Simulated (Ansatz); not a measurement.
**Si: tetragonal deformation path**

Method: DFT LDA, scalar-relativistic, plane waves, PAW (Ansatz). Settings: plane waves to 420 eV, k-mesh 28×28×28 (Γ-centred), Gaussian smearing 0.15 eV. No spin polarisation. Energies are free energies at this smearing, counted from the undisturbed cell; pressure is positive in compression.

The starting cell (relaxed at this level; this form isn't the usual structure):

```
Si
1.0
    -2.38242    2.38242    1.30530
     2.38242   -2.38242    1.30530
     2.38242    2.38242   -1.30530
Si
2
Direct
  0.25000 0.75000 0.50000
  0.50000 0.50000 0.00000
```

At fixed volume and fractional coordinates, lengths along (0.000, 0.000, 1.000) are scaled against those across it; ρ is that ratio over its starting value. The cell is metallic on the mesh throughout.

| ρ | ΔE (meV/atom) |
| --- | --- |
| 0.850 | 124.8 |
| 0.920 | 28.8 |
| 0.960 | 6.5 |
| 1.000 | 0.0 |
| 1.050 | 6.2 |
| 1.100 | 24.4 |
| 1.200 | 86.4 |

Question: Predict the pressure (GPa) at each point.

Answer:
```
    ρ  pressure (GPa)
0.850             3.3
0.920             0.4
0.960            -0.1
1.000             0.0
1.050             0.7
1.100             2.0
1.200             6.2
```

Cost: 7 runs of about 6.2 core-minutes in all, on Intel Xeon Processor @ 2.50GHz (Skylake/Cascade Lake) (shared hosts).